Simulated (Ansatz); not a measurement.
## SiC (F-43m): lattice vibrations

```yaml
crystal:
  lattice:
    - [0.00000, 2.16449, 2.16449]
    - [2.16449, 0.00000, 2.16449]
    - [2.16449, 2.16449, 0.00000]
  atoms:
    - { symbol: Si, position: [0.00000, 0.00000, 0.00000] }
    - { symbol: C, position: [0.75000, 0.75000, 0.75000] }
```

Unless marked otherwise, the numbers come from LDA, all-electron LAPW in Ansatz 0.2.0, scalar-relativistic. k mesh 10×10×10, fixed occupations, basis error target 1 meV/atom. The cell was relaxed by PAW under this functional.

Atoms are displaced by 0.01 Å in the smallest supercells that hold the wave vectors of a 2×2×2 mesh. Negative values stand for unstable modes. The zone centre has no LO-TO term.

(1) What are the phonon energies at the solved wave vectors, in cm⁻¹?

(2) Is the structure dynamically stable at these wave vectors?

(3) How do the optical zone-centre modes decompose, and which are active?

(4) How well do frozen-core PAW files reproduce these all-electron values?

(5) The cell is scaled evenly to 19.673 and 20.890 Å³ (from 20.281), with free atoms relaxed and the shape held. What are the mode Grüneisen parameters γ = −d ln ω/d ln V?

(6) Linear response on PAW files adds the field. What are the dielectric tensor, the Born charges and the LO shift?

## Answers

(1) 

| q | point | modes (cm⁻¹) |
| --- | --- | --- |
| 0.000 0.000 0.000 | Gamma | 797.6 (×3) |
| 0.500 0.000 0.000 | L | 259.5 (×2), 615.1, 771.9 (×2), 838.7 |
| 0.500 0.500 0.000 | X | 364.8 (×2), 634.0, 766.8 (×2), 829.0 |

(2) Yes, no mode is unstable there; wave vectors off this mesh aren't tested.

(3) Point group -43m: Γ_opt = T2.

```json
{"label": "T2", "cm⁻¹": "797.6", "activity": "IR and Raman", "mostly": "C (70 %)"}
```

(4) With a cutoff of 420 eV and displacements of 0.0025 Å, the r.m.s. difference over the modes is 0.3 cm⁻¹; the largest difference is 635.0 (PAW) against 634.0 cm⁻¹ (LAPW).

(5) For the highest mode, 868.9 cm⁻¹ in the small cell and 810.8 in the large one give γ ≈ 1.15. From the change of the dynamical matrix on each mode:

| point | cm⁻¹ | γ |
| --- | --- | --- |
| Gamma | 797.6 | 1.14 |
| L | 259.5 | -0.15 |
| L | 615.1 | 0.93 |
| L | 771.9 | 1.31 |
| L | 838.7 | 1.16 |
| X | 364.8 | 0.09 |
| X | 634.0 | 0.82 |
| X | 766.8 | 1.46 |
| X | 829.0 | 1.15 |

Weighted by the modes' heat capacities at 300 K, the mean on this mesh is 0.55; it moves with the q mesh, and a coarse one overweights the zone boundary. Rows under −0.05 (1 here) are modes that soften under compression and pull towards negative thermal expansion.

(6) ε∞ = (6.92, 6.92, 6.92) along x, y, z with local fields. Born charges (xx, yy, zz): Si1 (2.73, 2.73, 2.73); C2 (-2.73, -2.73, -2.73). The highest zone-centre mode lies at 797.6 cm⁻¹ without the macroscopic field and at 973.0 cm⁻¹ with it, for q along x. Lyddane-Sachs-Teller then gives ε₀ = ε∞ (ω_LO/ω_TO)² = 10.30. With the ions free to follow the field, the program's ε₀ is (10.30, 10.30, 10.30).

Limits of these numbers: the frozen-core PAW files of the compared runs were fitted under PBE, their cores solved anew for this functional; semilocal gaps are low, and ε∞ tends to come out large.
